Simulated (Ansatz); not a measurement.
Input:

Cu₃Sb:
```
Cu3Sb
1.0
    4.44707     0.00000     0.00000
   -2.22353     3.85128     0.00000
    0.00000     0.00000     4.85627
Sb Cu
1 3
Direct
  0.00000   0.00000   0.00000
  0.00000   0.00000   0.50000
  0.33333   0.66667   0.00000
  0.66667   0.33333   0.00000
```

This is the PBEsol-relaxed structure. x, y and z are the axes in which the lattice vectors are written.

Question: All from plane-wave PAW PBEsol (Ansatz code), unless another level is named. Predict the bulk modulus (Birch–Murnaghan fit).

Answer: 69.2 GPa.

Question: Next, the elastic constants (relaxed ions, GPa)?

Answer: C11 = 147, C12 = 65.8, C13 = 7.1, C33 = 168, C44 = -7.9.

Space group P6/mmm. The start of the workflow was typed in or built on a structure type; neither database checked (COD, Materials Project) lists it. Whether it is the stable phase at ambient conditions was not checked. The PBEsol relaxation kept the symmetry of its start. At this level the phase is mechanically unstable. No spin polarisation was allowed. Its formation energy is positive at this level, so the cell may be metastable or incomplete. As this level gives no gap, shear constants depend on the k-mesh and smearing (Fermi–Dirac, 0.1 eV here). Scalar-relativistic: spin–orbit coupling is off unless named, which matters more the heavier the elements.

Potentials: the later of the program's two PAW sets.
